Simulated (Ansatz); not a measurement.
The cell of Sc₂Pb is invented: random cell by space group and Wyckoff sites (P6/mmm, No. 191). Its size is a rough estimate.

Space group P6/mmm (No. 191). a = 4.193 Å, b = 4.193 Å, c = 8.738 Å, α = 90.00°, β = 90.00°, γ = 120.00°
| atom | site | symmetry | x | y | z |
| --- | --- | --- | --- | --- | --- |
| Sc | 4h | 3m. | 0.3333 | 0.6667 | 0.7487 |
| Pb | 1b | 6/mmm | 0.0000 | 0.0000 | 0.5000 |
| Pb | 1a | 6/mmm | 0.0000 | 0.0000 | 0.0000 |

Theory: DFT PBE, scalar-relativistic, plane waves, PAW in Ansatz 0.2.0. Cutoff 420 eV, Gaussian smearing, Γ-centred meshes. Cell and atoms relax first on a coarse mesh and then on a finer one. In between, the cell is made exact in the group found at 0.06 Å. In metals the finer mesh still leaves noise of several meV/atom or more. The steps can't lower the symmetry of their start. Collinear spin is switched on along the way, since trial moments persisted in a coarse test.

A guess keeps its type if space group and coordination stay and the shape of the cell changes little (axis ratios within about 15 %, angles within 6°); the volume may change.

Q: Will the relaxed cell still be of the starting type?

A: It doesn't keep its type. The symmetry stays P6/mmm (No. 191). The volume per atom grows by 8.9 %, from 22.2 to 24.2 Å³. The shortest distance goes from 2.42 Å (Sc–Sc) to 2.95 Å (Sc–Sc). The ratio c/a of the conventional cell changes by a factor of 0.30. Counting neighbours within 15 % of an atom's shortest distance, the start has Pb 12, Sc 3 and the end Pb 14, Sc 11. In detail, at the end Sc has 3 Sc at 2.95 Å, 2 Sc at 3.20 Å and 6 Pb at 3.36 Å; around Pb lie 2 Pb at 3.20 Å and 12 Sc at 3.36 Å.

```
Sc Pb
1.0
     5.11038    0.00000    0.00000
    -2.55519    4.42572    0.00000
     0.00000    0.00000    3.20438
Sc Pb
2 1
Cartesian
  0.0000 2.9505 1.6022
  2.5552 1.4752 1.6022
  0.0000 0.0000 0.0000
```

The zero of energy is the elements' standard structures at the same level; no fitted shifts are applied.

Q: At what energy does it end?

A: +0.01 eV/atom. The formation energy is too near zero to say whether this cell lies below the elements.

The last run used collinear spin, a 12×12×14 mesh (in the run's order of axes) for its 3-atom cell and Gaussian smearing of 0.10 eV. For metals, differences of a few meV/atom aren't resolved. These runs have no spin–orbit coupling, which can matter for Pb. The magnetic state reached may not be the lowest. Symmetry constrained the relaxation, so the result can be a saddle point.
